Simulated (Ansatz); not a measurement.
**YTe: do energies and stresses tell the same story?**

All numbers below come from DFT PBEsol, scalar-relativistic, plane waves, PAW (Ansatz 0.2.0).

Cutoff 420 eV; k points 12×12×12 on the computed 2-atom cell (Γ-centred); Gaussian smearing, width 0.10 eV; no spin polarisation.

Relaxed cell: Fm-3m, a = 6.080 Å, b = 6.080 Å, c = 6.080 Å, α = 90.00°, β = 90.00°, γ = 90.00°, 2 atoms in the primitive cell. Whether it is the stable form of this composition wasn't checked.

Energies at zero smearing and pressures from the stress tensor, at volumes with shape and atoms relaxed:
```json
{"V (Å³/atom)": "24.723", "E − E(first) (meV/atom)": "0.00", "P (GPa)": "11.57"}
{"V (Å³/atom)": "25.566", "E − E(first) (meV/atom)": "-51.03", "P (GPa)": "7.94"}
{"V (Å³/atom)": "26.409", "E − E(first) (meV/atom)": "-84.42", "P (GPa)": "4.85"}
{"V (Å³/atom)": "27.252", "E − E(first) (meV/atom)": "-102.79", "P (GPa)": "2.22"}
{"V (Å³/atom)": "28.094", "E − E(first) (meV/atom)": "-108.39", "P (GPa)": "-0.02"}
{"V (Å³/atom)": "28.937", "E − E(first) (meV/atom)": "-103.08", "P (GPa)": "-1.93"}
{"V (Å³/atom)": "29.780", "E − E(first) (meV/atom)": "-88.50", "P (GPa)": "-3.55"}
{"V (Å³/atom)": "30.904", "E − E(first) (meV/atom)": "-56.99", "P (GPa)": "-5.34"}
```

Question: Check P = −dE/dV between neighbouring volumes, and get the bulk modulus from the pressures alone.

Answer: With 1 eV/Å³ = 160.2 GPa:
| middle V (Å³/atom) | −ΔE/ΔV (GPa) | mean P (GPa) |
| --- | --- | --- |
| 25.145 | 9.700 | 9.752 |
| 25.987 | 6.347 | 6.392 |
| 26.830 | 3.494 | 3.534 |
| 27.673 | 1.063 | 1.100 |
| 28.516 | -1.008 | -0.974 |
| 29.359 | -2.772 | -2.739 |
| 30.342 | -4.493 | -4.447 |

The two differ by 0.05 GPa at most. The mean of two end pressures misses the average over a step by about ΔV² P″/12, up to 0.05 GPa here; with that taken off 0.01 GPa remains. Around V = 28.094 Å³/atom, the two neighbours give B = −V ΔP/ΔV = 28.094 × 4.15 / 1.686 = 69.1 GPa, against B0 = 68.9 GPa from the Birch–Murnaghan fit of the energies.

Cost: 9 runs of about 1 core-minutes in all, on Arm Neoverse V1 (shared hosts).